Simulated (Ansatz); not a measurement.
## Is this MoH2 structure stable?

It was reached by relaxing an invented guess, and it needn't be the stable form of this composition.

These are results of DFT PBE, scalar-relativistic, plane waves, PAW (Ansatz 0.2.0), not measurements. Settings of the last relaxation (3-atom cell): 420 eV, 18×18×18 k points, Gaussian smearing of 0.10 eV, no spin polarisation.

```xyz
3
Lattice="0.0000 2.2051 2.2051 2.2051 0.0000 2.2051 2.2051 2.2051 0.0000" Properties=species:S:1:pos:R:3 pbc="T T T"
H     3.3076    3.3076    3.3076
H     1.1025    1.1025    1.1025
Mo    0.0000    0.0000    0.0000
```

The zero of energy is the elements' standard structures at the same level (H₂ as a molecule); no fitted shifts are applied.

Question: These tests were run: energy against the elements; random kick, then relaxation without symmetry; phonons at Γ. What do they show?

Answer:

```csv
test,result
energy against the elements,+0.07 eV/atom
"random kick, then relaxation without symmetry",returns
phonons at Γ,lowest optical mode 1014 cm⁻¹
```

It fails one test: energy against the elements. It may still be a metastable minimum.

With hydrogen, zero-point motion can shift formation energies by some tens of meV/atom. The kick test ran on a coarse mesh. The run for the phonons used a 20×20×20 k mesh and Fermi–Dirac smearing of 0.15 eV.
